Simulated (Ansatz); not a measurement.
## WC: from a starting cell to a relaxed one

The start is a randomly generated symmetric cell of WC (space group No. 123). A full variable-cell relaxation at zero pressure is run with PBEsol (plane waves to 420 eV, PAW, scalar-relativistic; Ansatz, an electronic-structure program). First-step values are on the input's coarse k-mesh.

Ansatz input (later rounds restart from its end on a renewed k-mesh):
Ansatz 0.2 input:
```yaml
crystal:
  lattice:
    - [3.3513846, 0, 0]
    - [0, 3.3513846, 0]
    - [0, 0, 2.3749039]
  atoms:
    - { symbol: C, position: [0.5, 0.5, 0.5] }
    - { symbol: W, position: [0, 0, 0] }
basis: { ecutwfc: 420, ecutrho_ratio: 4, xc_grid: 2, fft_grid_basis: typed }
kpoints: { mp_grid: { grid: [7, 7, 10] } }
hamiltonian:
  xc: pbesol
  dispersion: none
  pseudopotentials: { azcp: { folder: ./paw }, kind: paw }
scf: { occupations: { method: fermi_dirac, width: 0.05 } }
relax: { f_tol: 0.01, max_steps: 100, cell: { stress_tol: 0.02 } }
output: { forces: true, stress: true }
```

Q: What symmetry does the relaxed structure have?

A: The space group goes from P4/mmm (No. 123) to Pm-3m (No. 221); the end is CsCl type, with 2 atoms in the primitive cell.

Q: How much energy is released per atom?

A: About 1.8 eV/atom.

Q: How do the shortest distances between atoms change?

A: The closest pairs of elements (up to four, under 3.6 Å), start → end: C–W 2.65 → 2.34 Å; C–C 2.37 → 2.70 Å; W–W 2.37 → 2.70 Å.

Q: What band gap does the relaxed structure have at this level?

A: Zero (metallic).

Final values are on a 17×17×17 k-mesh of the relaxed cell. The start holds a very short contact (C–C 2.37 Å). No spin polarisation in the result.

The run could not lose the symmetry of its start: the end is stationary, and may be a saddle point rather than a minimum.

All atoms sit on sites fixed by symmetry, so only the cell could relax.

The relaxed structure here is a generated cell of WC: the first start was made by a random draw of sites in a space group, and the end was not matched to a known phase here, so it may be hypothetical. Known forms of WC include space group No. 187.
